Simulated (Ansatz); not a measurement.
# BaZnSbF: reading a single point

```
Ba F Zn Sb
1.0
     4.43579    0.00000    0.00000
     0.00000    4.43579    0.00000
     0.00000    0.00000    9.77327
Ba F Zn Sb
2 2 2 2
Direct
  0.75000 0.75000 0.35079
  0.25000 0.25000 0.64921
  0.25000 0.75000 0.50000
  0.75000 0.25000 0.50000
  0.25000 0.75000 0.00000
  0.75000 0.25000 0.00000
  0.25000 0.25000 0.16604
  0.75000 0.75000 0.83396
```

Level: r2SCAN, no spin polarisation; 500 eV; 8×8×4 Γ-centred mesh; fermi-dirac occupations (width 0.1 eV); Ansatz 0.2.0, fixed geometry.

(1) Where is the largest force?

(2) What does the stress say?

(3) Give the Bader charges.

(4) What do density and ELF say about some of the short contacts?

(5) Metal or insulator?

(6) Is it stable against the elements?

Origin: a database entry at a rescaled volume.

Answers

(1) The largest is on Sb7 (and as large on other atoms): 0.06 eV/Å, components (0.00, 0.00, -0.06). It makes 54° with the line to a nearest neighbour, Zn5 at 2.75 Å.

(2) The pressure is 0.3 GPa (compression positive), so with the atoms held at these fractions the cell is close to zero pressure.

(3) Bader charges in e: Ba +1.55, Zn +0.35, Sb -1.03, F -0.87. In the mean Ba gives up most and Sb takes most.

(4) Ba–F at 2.65 Å: least valence density 0.20 e/Å³ and ELF 0.07 there. Zn–Sb at 2.75 Å: least valence density 0.30 e/Å³ and ELF 0.43 there. Zn–Zn at 3.14 Å: least valence density 0.13 e/Å³ and ELF 0.24 there. Both are smooth PAW fields, read partly inside the augmentation spheres.

(5) It is a metal on this mesh, though the bands barely overlap, with about 0.23 states/eV a cell as the mean within 0.25 eV of the Fermi level, mostly Sb p (81 %).

(6) -2.01 eV an atom against the elements' usual phases (free molecules for gases, crystals otherwise, with no correction for O₂ or N₂), so it is bound against them; other compounds may still compete. Relaxing would lower it.
